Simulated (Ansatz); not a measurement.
Space group P4/mmm (No. 123). a = 5.601 Å, b = 5.601 Å, c = 5.595 Å, α = 90.00°, β = 90.00°, γ = 90.00°
```csv
atom,site,symmetry,x,y,z
Fe,2e,mmm.,0.5000,0.0000,0.5000
Fe,8r,..m,0.7498,0.2502,0.7503
Fe,1b,4/mmm,0.0000,0.0000,0.5000
Fe,2f,mmm.,0.5000,0.0000,0.0000
Co,1a,4/mmm,0.0000,0.0000,0.0000
Co,1d,4/mmm,0.5000,0.5000,0.5000
Co,1c,4/mmm,0.5000,0.5000,0.0000
```

Equation of state of this Fe₁₃Co₃ structure (not necessarily the ground state), with shape and atoms relaxed at each volume where symmetry leaves them free. It has no gap at any of these volumes. Method: DFT PBEsol, scalar-relativistic, plane waves, PAW (Ansatz).

Plane waves to 420 eV, a k mesh through Γ of 6×6×6 on the computed 16-atom cell and Gaussian smearing (0.10 eV); collinear spin.

| V (Å³/atom) | E − E(largest V) (meV/atom) | P (GPa) |
| --- | --- | --- |
| 9.655 | 71.42 | 35.92 |
| 9.984 | 9.24 | 24.56 |
| 10.313 | -30.78 | 14.70 |
| 10.642 | -52.46 | 6.70 |
| 10.971 | -59.55 | 0.00 |
| 11.300 | -53.63 | -5.79 |
| 11.629 | -36.63 | -10.66 |
| 12.068 | 0.00 | -16.00 |

**Question.** Fit a third-order Birch–Murnaghan equation to E(V).

**Answer.** V0 = 10.97 Å³/atom, B0 = 208 GPa, B0' = 4.7.

Only parallel moments were tried here.